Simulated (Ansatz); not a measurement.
Input file for Ansatz (a first-principles code):

Ansatz 0.2 input:
```yaml
crystal:
  lattice:
    - [0.0, 3.972246939, 3.972246939]
    - [3.972246939, 0.0, 3.972246939]
    - [3.972246939, 3.972246939, 0.0]
  atoms:
    - { symbol: Bi, position: [0.0, 0.0, 0.0] }
    - { symbol: Bi, position: [0.25, 0.25, 0.25] }
    - { symbol: Au, position: [0.625, 0.625, 0.125] }
    - { symbol: Au, position: [0.625, 0.125, 0.625] }
    - { symbol: Au, position: [0.625, 0.625, 0.625] }
    - { symbol: Au, position: [0.125, 0.625, 0.625] }
kpoints:
  mp_grid: { grid: [9, 9, 9] }
hamiltonian:
  xc: pbesol
  pseudopotentials: { kind: paw }
scf:
  occupations: { method: fermi_dirac, width: 0.1 }
phonons:
  method: dfpt
  response_accuracy: low
  eigenvectors: true
  rigid_motions: translations
```

Output (shortened):

```
Pseudopotential: Bi, paw, valence charge 15
Pseudopotential: Au, paw, valence charge 19
Functional definition: PBEsol
Crystal: 6 atoms, lattice volume = 125.354 Å³
Basis set: ecut = 420 eV, 2445 PW (Γ), exchange–correlation on 80×80×80 points (8 copies of the dense FFT grid, shifted against one another)
Bands: 64, of which v1, the nominal top of the filled ones, is band 53 counted from 1 (52 counted from 0)
Symmetry: 48 space group operations
k-points: 205 of 729 (irreducible under 2 space group operations, time reversal used)
SCF iter   1: F=—  HF=-76512.800762 eV  |F-HF|=—  |Δ(HF+E_count)|=         —  Δρ=5.13e-3  dr2=2.79e-2  ethr=1.77e-3  ⟨swp⟩=6.1  Hψ=48040  notcnv=0  defer=181
preconditioner: auto → Kerker (q_TF=auto, 2.653 Å⁻¹)
SCF iter   2: F=—  HF=-76512.795212 eV  |F-HF|=—  |Δ(HF+E_count)|=   5.55e-3  Δρ=2.21e-3  dr2=5.05e-3  ethr=2.63e-5  ⟨swp⟩=2.7  Hψ=23277  notcnv=0  defer=243
SCF iter   3: F=—  HF=-76512.793690 eV  |F-HF|=—  |Δ(HF+E_count)|=   1.52e-3  Δρ=6.28e-4  dr2=8.36e-4  ethr=4.76e-6  ⟨swp⟩=2.0  Hψ=16922  notcnv=0  defer=243
SCF iter   4: F=—  HF=-76512.793454 eV  |F-HF|=—  |Δ(HF+E_count)|=   2.37e-4  Δρ=1.35e-4  dr2=8.62e-5  ethr=7.88e-7  ⟨swp⟩=2.0  Hψ=17618  notcnv=0  defer=243
SCF iter   5: F=—  HF=-76512.793440 eV  |F-HF|=—  |Δ(HF+E_count)|=   1.38e-5  Δρ=3.83e-5  dr2=1.18e-6  ethr=8.14e-8  ⟨swp⟩=2.0  Hψ=18041  notcnv=0  defer=243
SCF iter   6: F=—  HF=-76512.793448 eV  |F-HF|=—  |Δ(HF+E_count)|=   7.54e-6  Δρ=9.17e-6  dr2=7.49e-8  ethr=1.12e-9  ⟨swp⟩=2.0  Hψ=23574  notcnv=0  defer=243
SCF iter   7: F=—  HF=-76512.793448 eV  |F-HF|=—  |Δ(HF+E_count)|=   8.05e-9  Δρ=2.42e-6  dr2=1.12e-8  ethr=7.07e-11  ⟨swp⟩=2.0  Hψ=18184  notcnv=0  defer=243
SCF iter   8: F=—  HF=-76512.793448 eV  |F-HF|=—  |Δ(HF+E_count)|=   2.12e-9  Δρ=4.74e-7  dr2=4.02e-10  ethr=1.06e-11  ⟨swp⟩=2.0  Hψ=16341  notcnv=0  defer=243
SCF iter   9: F=-76512.793448 eV  HF=-76512.793448 eV  |F-HF|=0.00e0  |Δ(HF+E_count)|=  5.82e-11  Δρ=7.74e-8  dr2=7.10e-12  ethr=1.00e-12  ⟨swp⟩=11.3  Hψ=78254  notcnv=0
SCF 1 converged in 9 iterations: F = -76512.793448 eV  dr2 = 7.10e-12
DFPT response loops at Γ: preconditioner auto → Kerker (q_TF=auto, 2.653 Å⁻¹) (partly filled bands, converged f_vac=0.000) …
SCF converged after 9 iterations
Free energy (F): -76512.793448 eV
Harris-Foulkes:  -76512.793448 eV  (|F-HF|=0.00e0)
Internal energy: -76512.742624 eV  (E = F + TS)
E sigma→0 (E₀):  -76512.768036 eV
Entropy (-TS):   -0.050824 eV (-8.471 meV/atom)
Fermi energy:    17.056462 eV
--- Per-component energies (eV) ---
  E_band       = -1111.017553
  E_kinetic    = 3024.846657
  E_local      = -10953.666233  (includes V_loc(G=0)·N_el)
  E_nonlocal   = 1433.362298
  E_hartree    = 4401.280183
  E_xc         = -1210.051037
  E_vxc        = -1390.601261  (∫ρ·V_xc dr)
  E_paw        = -59280.137360  (= ΣΔE_a)
  E_vpaw       = -2027.523940  (= ΣTr[D̂ρ^β])
  E_aug_tail   = 0.004624  (compensation charges beyond the density's cutoff)
  E_ewald      = -13929.799176
  E_core_change = 1.417421  (= ΣΔE_core)
  E_smearing   = -0.050824  (= −TS)
  E_closure    =  0.000000  (closes the sum)
  Σ components = -76512.793448   (vs F -76512.793448, Δ=0.00e0)
  [band-id]    e_kinetic+e_local+e_nonlocal+2·e_hartree+e_vxc+e_vpaw+e_augmentation_tail = -1111.017490   (vs E_band -1111.017553, Δ=6.26e-5)
--- Band table (eV; the first three rows and the last of 205) ---
  k-point 0: bands = ["-88.4962", "-88.4840", "-88.4840", "-88.4840", "-40.0853", "-39.9492", "-39.9492", "-39.9492", "-39.9048", "-39.9048", "-39.8191", "-39.8191", "-39.8191", "-39.8097", "-39.8097", "-39.8097", "-5.9937", "-5.9937", "-5.9937", "-5.9748", …
  k-point 1: bands = ["-88.4959", "-88.4843", "-88.4840", "-88.4840", "-40.0804", "-39.9481", "-39.9470", "-39.9470", "-39.9037", "-39.9037", "-39.8216", "-39.8216", "-39.8191", "-39.8158", "-39.8105", "-39.8105", "-5.9956", "-5.9956", "-5.9925", "-5.9723", …
  k-point 2: bands = ["-88.4951", "-88.4850", "-88.4840", "-88.4840", "-40.0675", "-39.9443", "-39.9417", "-39.9417", "-39.8996", "-39.8996", "-39.8330", "-39.8300", "-39.8300", "-39.8191", "-39.8115", "-39.8115", "-5.9988", "-5.9988", "-5.9897", "-5.9677", …
  k-point 204: bands = ["-88.4919", "-88.4882", "-88.4840", "-88.4840", "-40.0148", "-39.9616", "-39.9153", "-39.9107", "-39.8900", "-39.8847", "-39.8661", "-39.8632", "-39.8475", "-39.8320", "-39.8275", "-39.8180", "-6.0101", "-6.0069", "-5.9727", "-5.9524", …
--- Phonons (Γ-DFPT): 2 representative perturbations + reference, on 205 of 729 k-points (Σ response iterations 5) ---
  ASR residual: 3.165e-3 → 0.000e0 eV/Å²; symmetrization residual: 3.623e-4 eV/Å²
  ASR residual per site (eV/Å²): 3.16e-3 3.16e-3 1.29e-3 1.29e-3 1.29e-3 1.29e-3
  Γ frequencies (cm⁻¹): 0.00 0.00 0.00 17.07 17.07 17.07 58.62 58.62 58.62 61.91 61.91 61.91 92.76 92.76 126.97 126.97 126.97 188.50
  non-analytic LO–TO correction: not included (Born effective charges unavailable; polar crystals: no LO–TO splitting at Γ)
```

Cost: roughly 8 core-minutes on shared cores.

Space group Fd-3m (cubic Laves (MgCu2 type)). The workflow started from a Materials Project entry (that database holds measured and hypothetical structures alike); the Crystallography Open Database files this formula in space group No. 227, but the cells were not matched. Whether it is the stable phase at ambient conditions was not checked. Symmetry was held in the PBEsol relaxation; of distortions, only those at the zone centre were tested. As this level gives no gap, phonon frequencies hold no LO–TO term and depend on the k-mesh and smearing (Fermi–Dirac, 0.1 eV here). Scalar-relativistic: spin–orbit coupling is off unless named, which matters more the heavier the elements.

Potentials: the later of the program's two PAW sets.

Ansatz is a plane-wave DFT program.
